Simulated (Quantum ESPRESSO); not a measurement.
## Si7C (a curve over one atom's position)

Computed values, not a measurement. The program is pw.x of Quantum ESPRESSO 7.5 (plane-wave density functional theory). The cell is made up: 8 atoms on a zincblende/diamond lattice, with randomly drawn elements, strain and displacements, not relaxed. PseudoDojo standard norm-conserving files (v0.5 for PBE, v0.4.1 for LDA and PBEsol) set the functional; there is no spin polarisation, spin-orbit coupling or dispersion term, and the masses in the input are unused placeholders.

Seven runs move atom 6 (Si, counted in the order of the input) along z and keep all else fixed.

Input of the run at -0.0094:

```
&control calculation='scf', pseudo_dir='./dojo.nc.sr.pbe.v0_5.standard.upf', outdir='./o', disk_io='medium', tprnfor=.true., tstress=.true. /
&system ibrav=0, nat=8, ntyp=2, nbnd=26, ecutwfc=82.02448710, nosym=.true., tot_charge=0,
 occupations='smearing', smearing='fd', degauss=0.0073498644
/
&electrons conv_thr=7.350e-09, electron_maxstep=60, /
ATOMIC_SPECIES
C 1.0 C.upf
Si 1.0 Si.upf
CELL_PARAMETERS angstrom
5.3203 -0.0664 -0.0954
-0.0664 5.4194 0.0286
-0.0954 0.0286 5.366
ATOMIC_POSITIONS angstrom
Si 0.0119 0.0339 -0.029
Si -0.1403 2.7565 2.71
C 2.6096 -0.103 2.6283
Si 2.6962 2.6303 -0.0573
Si 1.3305 1.3526 1.3478
Si 1.1293 4.1005 4.0125
Si 3.9355 1.3246 3.9398
Si 3.9825 4.0456 1.2817
K_POINTS automatic
6 6 6 1 1 1
```

```
shift of atom 6 along z (Å)  free energy less that of the input shown (eV)  Fx on atom 6 (eV/Å)  Fy on atom 6 (eV/Å)  Fz on atom 6 (eV/Å)  pressure (GPa)  iterations
                    -0.0847                                        -0.0218                3.008                1.371                0.163           -3.87          11
                    -0.0633                                        -0.0225                2.923                1.235               -0.094           -3.86          11
                    -0.0094                                         0.0000                2.723                0.898               -0.741           -3.82          11
                    +0.0264                                         0.0341                2.602                0.680               -1.165           -3.77          11
                    +0.0579                                         0.0766                2.505                0.493               -1.533           -3.70          11
                    +0.0745                                         0.1037                2.456                0.395               -1.724           -3.66          11
                    +0.0863                                         0.1248                2.423                0.326               -1.859           -3.62          11
```

A cubic fit gives dFz/dz = -11.89 eV/Å² at zero shift. Across the table the free energy follows the integral of the force to within 0.1 meV. A rerun of one of the cells at 1347 eV and a 8 x 8 x 8 mesh moved values by no more than 0.002 eV in energy, 0.04 GPa in stress and 0.005 eV/Å in force.